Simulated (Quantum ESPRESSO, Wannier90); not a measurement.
**Wannierisation of BP (wurtzite)**

```
begin unit_cell_cart
ang
    3.1883199500    0.0000000000    0.0000000000
   -1.5941599750    2.7611660721    0.0000000000
    0.0000000000    0.0000000000    5.2900700000
end unit_cell_cart
begin atoms_frac
B   -0.3333333333  0.3333333333 -0.4995900000
B    0.3333333333 -0.3333333333  0.0004100000
P   -0.3333333333  0.3333333333 -0.1254100000
P    0.3333333333 -0.3333333333  0.3745900000
end atoms_frac
```

Materials Project entry mp-1008559; symmetrised, unrelaxed at this level. Not found in the COD (Crystallography Open Database) copy used, which has the formula in other groups; not checked further. Computed values, not measurements, from PBEsol: Quantum ESPRESSO (norm-conserving PseudoDojo potentials, cutoff 61 Ry, no spin polarisation, no spin-orbit coupling) on a Γ-centred 12×12×6 mesh, then Wannier90. Density: 12×12×6 mesh, cold smearing 0.01 Ry.

A tight-binding model is made by disentanglement and projection with no localisation steps (num_iter = 0), so the 16 orbitals stay atom-like: hydrogen-like B: s;p; P: s;p, axes along x, y, z; frozen window up to 2.37 eV relative to the valence-band maximum. It follows pw.x to 4.2 meV rms for states up to 1.9 eV relative to the valence-band maximum. Matrix elements depend on this choice of orbitals and windows.

What are the on-site energies relative to the valence-band maximum, and how fast do the hoppings decay?


| atom | orbitals | energy (eV) |
|---|---|---|
| B1 | s | -2.11 |
| B1 | pz | 1.49 |
| B1 | px py | 1.43 |
| B2 | s | -2.11 |
| B2 | pz | 1.49 |
| B2 | px py | 1.43 |
| P3 | s | -5.01 |
| P3 | pz | 0.86 |
| P3 | px py | 0.81 |
| P4 | s | -5.01 |
| P4 | pz | 0.86 |
| P4 | px py | 0.81 |

| distance of the centres (Å) | largest modulus (eV) |
|---|---|
| 1–2 | 3.7 |
| 2–3 | 3.6 |
| 3–4 | 0.74 |
| 4–5 | 0.31 |
| 5–6 | 0.19 |
| 6–7 | 0.10 |
| 7–8 | 0.066 |
| 8–9 | 0.017 |
| 9–10 | 0.0076 |
| 10–11 | 0.0073 |
| 11–12 | 0.0044 |
| 12–13 | 0.0031 |
